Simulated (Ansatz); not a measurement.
MgMnRe₂H₂O₁₀: field gradients at two levels of theory

Cell: a computed structure from the Materials Project (it need not be an observed phase).

Space group C2/m (No. 12); a = 15.1419, b = 5.7546, c = 5.9935 Å, β = 108.99°.

| site | Wyckoff | site symmetry | x | y | z |
| --- | --- | --- | --- | --- | --- |
| Mg | 2d | 2/m | 0.5000 | 0.0000 | 0.5000 |
| Mn | 2b | 2/m | 0.5000 | 0.0000 | 0.0000 |
| Re | 4i | m | 0.8573 | 0.0000 | 0.1806 |
| H | 4i | m | 0.6582 | 0.0000 | 0.3776 |
| O7 | 8j | 1 | 0.4294 | 0.7523 | 0.2169 |
| O11 | 4i | m | 0.8012 | 0.0000 | 0.3897 |
| O13 | 4i | m | 0.7750 | 0.0000 | 0.9011 |
| O15 | 4i | m | 0.5904 | 0.0000 | 0.3279 |

One atom of each set is listed; the run and its k-mesh use a cell of 16 atoms with edges of 8.10, 8.10, 5.99 Å.

First run. Level of theory: DFT, PBE, plane waves and PAW, scalar-relativistic, collinear spin, 420 eV cutoff, Γ-centred 4×4×4 k-points, Fermi–Dirac smearing 0.02 eV (Ansatz 0.2.0). Start moments as typed (μB): 5 on each Mn, none on the rest.

```csv
site,V_zz (10²¹ V/m²),η,m (μB)
Mg,-4.01,0.05,0.00
Mn,-13.43,0.01,3.89
Re,-2.20,0.98,0.02
H,4.14,0.05,0.00
O7,4.69,0.11,0.01
O11,-2.28,0.59,0.01
O13,-2.21,0.77,0.02
O15,12.03,0.51,0.02
```

Second run. The same atoms and settings, except that a Hubbard term is added (U = 3.9 eV on Mn d).

(1) What does the second run give?

Results:

(1) 

| site | V_zz | η | change of V_zz | m (μB) |
| --- | --- | --- | --- | --- |
| Mg | -4.10 | 0.04 | -0.09 | 0.00 |
| Mn | -14.16 | 0.03 | -0.73 | 4.02 |
| Re | -2.74 | 0.73 | -0.54 | 0.01 |
| H | 4.15 | 0.05 | +0.01 | 0.00 |
| O7 | 4.65 | 0.07 | -0.04 | 0.01 |
| O11 | -2.30 | 0.57 | -0.02 | 0.00 |
| O13 | -2.31 | 0.63 | -0.10 | 0.01 |
| O15 | 12.26 | 0.52 | +0.23 | 0.00 |

The largest change of V_zz is on Mn, from -13.43 to -14.16. In per cent, |V_zz| changes by +2 on Mg, +5 on Mn, +24 on Re, 0 on H, -1 to +5 on O (all sites that start above 0.5). Where |V_zz| stays above 0.1, η moves most on Re, from 0.98 to 0.73.

The largest force is 0.8 eV/Å, so the atoms aren't at the calculated equilibrium and relaxing them would move these values. Spin–orbit coupling is left out, which shifts gradients on Re by a few per cent, and by more where contributions nearly cancel. All moments are parallel here, as the start or the cell imposes; many such compounds order antiparallel, where fields and spin densities carried over to other atoms largely cancel. The magnetic order is the one that the run reached from its start moments, not necessarily the measured one.
